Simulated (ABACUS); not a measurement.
Consider a self-consistent single point of HfSi (Pnma, 8 atoms in the cell; from Materials Project mp-1042, changed as shown).

```
CELL_PARAMETERS angstrom
      6.95270     0.00000     0.00000
      0.00000     3.81782     0.00000
      0.00000     0.00000     5.29218
ATOMIC_POSITIONS crystal
  Hf 0.67514 0.25000 0.37439
  Hf 0.32486 0.75000 0.62561
  Hf 0.82486 0.75000 0.87439
  Hf 0.17514 0.25000 0.12561
  Si 0.54312 0.25000 0.86087
  Si 0.45688 0.75000 0.13913
  Si 0.95688 0.75000 0.36087
  Si 0.04312 0.25000 0.63913
```

All values come from this method and carry its errors: PBEsol, PseudoDojo 0.4 standard norm-conserving PBEsol (tails mended) pseudopotentials (plane waves; ABACUS).

ABACUS settings:

* **KPT**: Gamma 3 5 3 0 0 0
* **basis_type**: pw
* **dft_functional**: PBESOL
* **ecutwfc**: 58 Ry
* **smearing_method**: mv
* **smearing_sigma**: 0.00999582 Ry
* **potentials**: PseudoDojo 0.4 standard norm-conserving PBEsol (tails mended)
* **symmetry**: 1
* **symmetry_prec**: 1e-05
* **ks_solver**: cg
* **scf_nmax**: 100
* **scf_thr**: 1.0e-09 Ry
* **mixing_type**: pulay

Results:

- Number of valence electrons = 64
- Number of bands = 42
- Number of k-points after the program's reduction = 12
- Number of plane waves (most at a k-point) = 7092
- Number of SCF iterations = 9
- FFT grid = 64 × 36 × 50
- Free energy E − TS = -6604.4352 eV
- Fermi level (on the code's own zero) = 13.67 eV
- Pressure = -7.14 GPa
- Largest force (vector length) = 0.167 eV/Å

Forces (eV/Å):
| atom | Fx | Fy | Fz |
|---|---|---|---|
| Hf1 | 0.161 | 0.000 | -0.045 |
| Hf2 | -0.161 | 0.000 | 0.045 |
| Hf3 | -0.161 | 0.000 | -0.045 |
| Hf4 | 0.161 | 0.000 | 0.045 |
| Si5 | 0.018 | 0.000 | -0.071 |
| Si6 | -0.018 | 0.000 | 0.071 |
| Si7 | -0.018 | 0.000 | -0.071 |
| Si8 | 0.018 | 0.000 | 0.071 |

Stress (GPa, positive for compression):
```
-7.23   0.00   0.00
 0.00  -7.14   0.00
 0.00   0.00  -7.05
```

For comparison: a first run was changed to give this one (volume scaled by 1.04), and from it to this one the free energy goes up by 18.8 meV/atom, the pressure goes from -1.59 to -7.14 GPa and the largest force moves little (0.165 to 0.167 eV/Å).

The structure comes from a collection of computed structures, made at another level of theory; the collection holds predicted forms beside known ones. No clean gap shows at this smearing width and mesh (spacing up to 0.40 Å⁻¹); the mesh is coarse for partly filled bands, so the values carry mesh errors.

Cost on one core: around 5 core-minutes (rough).

“Tails mended”: in these copies of the files the far tail of each local potential was reset to the Coulomb form.
